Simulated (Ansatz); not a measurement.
Pd (diamond, Fd-3m) at seven volumes, r²SCAN (plane waves, PAW; program Ansatz), scaled uniformly. One row is withheld.

| V (Å³/atom) | P (GPa) |
|---|---|
| 21.521 | 9.36 |
| 22.230 | 5.65 |
| 22.940 | 2.57 |
| 23.649 | 0.00 |
| 24.359 | -2.12 |
| 25.068 | ? |
| 25.778 | -5.24 |

### Question
Fit the shown pressures and predict the withheld one.

### Answer
P = (3/2)B₀(x^(7/2) − x^(5/2))[1 + (3/4)(B′ − 4)(x − 1)] with x = (V₀/V)^(2/3). Least squares on the six rows gives V₀ = 23.651 Å³/atom, B₀ = 77.0 GPa, B′ = 5.40. At V = 25.068, x = 0.9620 and P = -3.83 GPa. The run itself gave -3.84 GPa.

The start of the workflow was typed in or built on a structure type; neither database checked (COD, Materials Project) lists it. It is not the phase usual at ambient conditions (space group No. 225). Symmetry was held in the r²SCAN relaxation. At this level the phase is mechanically unstable. The run is not spin-polarised.

Potentials: the earlier of the program's two PAW sets.
